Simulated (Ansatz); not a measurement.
Polymorphs of Ge, each relaxed with r²SCAN+D4 (plane waves, PAW; program Ansatz):

A: diamond (Fd-3m)
a = b = c = 5.654 Å, α = β = γ = 90.00°

```json
[
 {"atom": "Ge", "site": "8a", "symmetry": "-43m", "x": "0.0000", "y": "0.0000", "z": "0.0000"}
]
```

B: A15 (β-W type) (Pm-3n)
a = b = c = 5.4486 Å, α = β = γ = 90.00°

| atom | site | symmetry | x | y | z |
|---|---|---|---|---|---|
| Ge | 6c | -4m.2 | 0.0000 | 0.5000 | 0.2500 |
| Ge | 2a | m-3. | 0.0000 | 0.0000 | 0.0000 |

### Question
Put the candidates in order of energy per atom at 0 K, lowest first, for r²SCAN+D4.

### Answer
A (+0 meV/atom), B (+627 meV/atom)

### Question
Give each one's gap.

### Answer
A 0.46 eV; B no gap.

Constructed cells (a structure type filled with these elements, in neither database checked): B. Not the usual ambient phase: B. All cells were relaxed under the symmetry of their starts (and spin orders); stability against distortions was not tested throughout. Scalar-relativistic: spin–orbit coupling is off unless named, which matters more the heavier the elements.

Energies hold the estimated change up to a 700 eV cutoff; steps of a few meV lie near the error of the meshes.

Potentials: the earlier of the program's two PAW sets. The files were generated under PBE; for other functionals the program regenerates the frozen cores, and for LDA and PBEsol the local potential too.
